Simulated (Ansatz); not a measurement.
## Data sheet: ZrB (DFT)

ZrB:
```cif
data_BZr
_chemical_formula_sum 'Zr1 B1'
_space_group_name_H-M_alt 'P 1'
_space_group_IT_number 1
_cell_length_a 3.46761
_cell_length_b 3.46761
_cell_length_c 3.46761
_cell_angle_alpha 60.000
_cell_angle_beta 60.000
_cell_angle_gamma 60.000
loop_
_space_group_symop_operation_xyz
  'x, y, z'
loop_
_atom_site_label
_atom_site_type_symbol
_atom_site_fract_x
_atom_site_fract_y
_atom_site_fract_z
_atom_site_occupancy
Zr1 Zr 0.00000 0.00000 0.00000 1
B1 B 0.50000 0.50000 0.50000 1
```

Space group Fm-3m (No. 225), rock salt; conventional cell a = b = c = 4.904 Å, α = β = γ = 90.00°.

Method: DFT-PBE in the program Ansatz with PAW potentials. The cell and atoms are relaxed at this level. Other levels are named where they apply.

**Cell and energy**

| Property | Value |
|---|---|
| Volume per atom | 14.74 Å³ |
| Density | 5.75 g/cm³ |
| Formation energy from the elements (no fitted shifts) | -0.39 eV/atom |

**Electronic structure**

| Property | Value |
|---|---|
| Electronic character | metallic (no gap) |
| Density of states at the Fermi level | 0.60 states/eV per atom (mean over ±0.08 eV) |

**Mechanics**

| Quantity | Value |
|---|---|
| Bulk modulus (Birch–Murnaghan fit) | 1600 kbar |
| Pressure derivative B′ | 3.9 |

The workflow started from an entry of the Crystallography Open Database (COD). Whether it is the stable phase at ambient conditions was not checked. Symmetry was held in the PBE relaxation; its stability against distortions is not shown here. No spin polarisation was allowed. The volume moved by 17 % from the start of the relaxation. The references are the lowest solids computed at this level, not always the standard phases. Spin–orbit coupling is left out wherever it is not named.

Potentials: the later of the program's two PAW sets.
